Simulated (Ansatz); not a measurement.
# Property card for Ti₃GeC₂

Ti₃GeC₂:
```xyz
12
Lattice="3.0903 0.0000 0.0000 -1.5452 2.6763 0.0000 0.0000 0.0000 17.7959" Properties=species:S:1:pos:R:3 pbc="T T T"
Ti     1.5452     0.8921    15.4304
Ti     0.0000     1.7842     2.3655
Ti     0.0000     1.7842     6.5324
Ti     1.5452     0.8921    11.2635
Ti     0.0000     0.0000     0.0000
Ti     0.0000     0.0000     8.8979
Ge     0.0000     0.0000    13.3469
Ge     0.0000     0.0000     4.4490
C      1.5452     0.8921     7.6165
C      0.0000     1.7842    10.1794
C      0.0000     1.7842    16.5145
C      1.5452     0.8921     1.2814
```

Space group P6_3/mmc (No. 194); conventional cell a = 3.090 Å, b = 3.090 Å, c = 17.796 Å, α = 90.00°, β = 90.00°, γ = 120.00°.

Method: the program Ansatz at the r²SCAN level (PAW). Geometry: relaxed at this level of theory. Other levels are named where they apply.

### Cell and energy

```json
{
 "volume_per_atom": "12.27 Å³",
 "density": "5.42 g/cm³",
 "Formation energy from the elements (no fitted shifts)": "-92 kJ/mol-atom"
}
```

### Electronic structure

```json
{
  "electronic_character": "metallic (no gap)",
  "Density of states at the Fermi level": "0.32 states/eV per atom (mean over ±0.08 eV)",
  "Gap with spin–orbit coupling": "none (metallic)"
}
```

### Mechanics

```json
{
 "Bulk modulus (Birch–Murnaghan fit)": "187 GPa",
 "Pressure derivative B′": "4.4",
 "Elastic constants (relaxed ions, GPa)": "C11 = 375, C12 = 96.7, C13 = 97.8, C33 = 352, C44 = 143",
 "mechanical_stability": "stable (all eigenvalues of C positive)",
 "hill_bulk_and_shear_moduli": "187 and 139 GPa",
 "Young's modulus": "334 GPa",
 "Poisson's ratio": "0.20",
 "debye_temperature_from_the_elastic_constants": "722 K"
}
```

The workflow started from a Materials Project entry (that database holds measured and hypothetical structures alike); the Crystallography Open Database copy checked does not list it. Whether it is the stable phase at ambient conditions was not checked. The r²SCAN relaxation kept the symmetry of its start; whether a distortion lowers the energy is not shown. No spin polarisation was allowed. As this level gives no gap, shear constants depend on the k-mesh and smearing (Fermi–Dirac, 0.1 eV here). The references are the lowest solids computed at this level, not always the standard phases. Spin–orbit coupling is left out wherever it is not named.

Potentials: the later of the program's two PAW sets.
